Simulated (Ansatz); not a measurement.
Ta:
```cif
data_Ta2
_chemical_formula_sum 'Ta2'
_space_group_name_H-M_alt 'P63/mmc'
_space_group_IT_number 194
_space_group_name_Hall '-P 6c 2c'
_cell_length_a 2.88982
_cell_length_b 2.88982
_cell_length_c 5.11257
_cell_angle_alpha 90.000
_cell_angle_beta 90.000
_cell_angle_gamma 120.000
loop_
_atom_site_label
_atom_site_type_symbol
_atom_site_symmetry_multiplicity
_atom_site_Wyckoff_symbol
_atom_site_fract_x
_atom_site_fract_y
_atom_site_fract_z
_atom_site_occupancy
Ta1 Ta 2 d 0.66667 0.33333 0.25000 1
```

Relaxed with r²SCAN.

Problem. Which orbitals make up the states near the Fermi level in plane-wave PAW r²SCAN (Ansatz code)?

Solution. Within 0.5 eV of the Fermi level: Ta 5d 87 %, Ta 6s 7 %, outside the projected shells 5 %. Projections are on Löwdin-orthogonalised atomic valence shells; empty p or d shells of many metals are not among them.

Problem. Tabulate the density of states.

Solution. States/eV per cell of 2 atoms, in 0.25 eV bins, energy from the Fermi level.

| E (eV) | total | Ta 5d | Ta 6s | Ta 5p |
|---|---|---|---|---|
| -7.85 | 0.12 | 0.00 | 0.10 | 0.00 |
| -7.60 | 0.14 | 0.00 | 0.12 | 0.00 |
| -7.35 | 0.16 | 0.00 | 0.14 | 0.00 |
| -7.10 | 0.18 | 0.01 | 0.16 | 0.00 |
| -6.85 | 0.21 | 0.01 | 0.18 | 0.01 |
| -6.60 | 0.24 | 0.02 | 0.20 | 0.01 |
| -6.35 | 0.27 | 0.03 | 0.22 | 0.01 |
| -6.10 | 0.30 | 0.04 | 0.24 | 0.01 |
| -5.85 | 0.35 | 0.06 | 0.27 | 0.01 |
| -5.60 | 0.40 | 0.09 | 0.29 | 0.01 |
| -5.35 | 0.49 | 0.14 | 0.32 | 0.01 |
| -5.10 | 0.63 | 0.24 | 0.36 | 0.02 |
| -4.85 | 0.90 | 0.45 | 0.42 | 0.02 |
| -4.60 | 1.41 | 0.90 | 0.46 | 0.02 |
| -4.35 | 1.40 | 0.95 | 0.41 | 0.02 |
| -4.10 | 1.50 | 1.10 | 0.35 | 0.02 |
| -3.85 | 1.62 | 1.27 | 0.31 | 0.02 |
| -3.60 | 1.56 | 1.27 | 0.25 | 0.02 |
| -3.35 | 1.66 | 1.44 | 0.18 | 0.02 |
| -3.10 | 1.81 | 1.64 | 0.13 | 0.03 |
| -2.85 | 1.36 | 1.22 | 0.10 | 0.02 |
| -2.60 | 1.52 | 1.38 | 0.09 | 0.02 |
| -2.35 | 2.16 | 2.03 | 0.07 | 0.03 |
| -2.10 | 2.09 | 1.98 | 0.05 | 0.03 |
| -1.85 | 2.42 | 2.25 | 0.07 | 0.04 |
| -1.60 | 2.69 | 2.46 | 0.11 | 0.04 |
| -1.35 | 1.91 | 1.69 | 0.11 | 0.03 |
| -1.10 | 1.27 | 1.10 | 0.08 | 0.02 |
| -0.85 | 1.35 | 1.23 | 0.04 | 0.02 |
| -0.60 | 2.47 | 2.26 | 0.09 | 0.03 |
| -0.35 | 3.05 | 2.74 | 0.16 | 0.03 |
| -0.10 | 2.45 | 2.16 | 0.14 | 0.03 |
| 0.15 | 2.58 | 2.21 | 0.19 | 0.03 |
| 0.40 | 2.45 | 2.02 | 0.22 | 0.02 |
| 0.65 | 1.83 | 1.50 | 0.15 | 0.01 |
| 0.90 | 1.67 | 1.41 | 0.10 | 0.01 |
| 1.15 | 1.85 | 1.62 | 0.07 | 0.01 |
| 1.40 | 1.69 | 1.51 | 0.05 | 0.01 |
| 1.65 | 1.73 | 1.60 | 0.03 | 0.00 |
| 1.90 | 1.93 | 1.85 | 0.03 | 0.00 |
| 2.15 | 1.54 | 1.47 | 0.03 | 0.00 |
| 2.40 | 1.30 | 1.23 | 0.03 | 0.00 |
| 2.65 | 1.36 | 1.29 | 0.03 | 0.00 |
| 2.90 | 1.41 | 1.34 | 0.03 | 0.00 |
| 3.15 | 1.33 | 1.27 | 0.03 | 0.00 |
| 3.40 | 1.23 | 1.17 | 0.03 | 0.00 |
| 3.65 | 1.19 | 1.12 | 0.04 | 0.00 |
| 3.90 | 1.41 | 1.33 | 0.05 | 0.00 |
| 4.15 | 1.86 | 1.73 | 0.08 | 0.00 |
| 4.40 | 1.80 | 1.66 | 0.09 | 0.00 |
| 4.65 | 1.59 | 1.45 | 0.08 | 0.00 |

Space group P6_3/mmc (hcp (Mg type)). The start of the workflow was typed in or built on a structure type; the Crystallography Open Database copy checked does not list it. It is not the phase usual at ambient conditions (space group No. 229). Symmetry was held in the r²SCAN relaxation; its stability against distortions is not shown here. The run is not spin-polarised. Scalar-relativistic: spin–orbit coupling is off unless named, which matters more the heavier the elements.

Potentials: the later of the program's two PAW sets.
